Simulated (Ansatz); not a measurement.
HfC (rock salt, space group No. 225), a = b = c = 4.607 Å, α = β = γ = 90.00°; the cell used has 2 atoms.

Relaxed with PBEsol.

**Question.** Decompose the optical modes at the zone centre into irreducible representations, and say which are infrared and Raman allowed.

**Answer.** Point group m-3m: Γ_opt = T1u. Infrared: T1u. Raman: none.

**Question.** Assign frequencies (DFPT, PBEsol (plane waves, PAW; program Ansatz)).

**Answer.** T1u 455 cm⁻¹.

Space group Fm-3m (rock salt). The PBEsol relaxation kept the symmetry of its start. No spin polarisation was allowed. As this level gives no gap, phonon frequencies hold no LO–TO term and depend on the k-mesh and smearing (Fermi–Dirac, 0.1 eV here). Spin–orbit coupling is left out wherever it is not named.

Potentials: the earlier of the program's two PAW sets. The files were generated under PBE; for other functionals the program regenerates the frozen cores, and for LDA and PBEsol the local potential too.
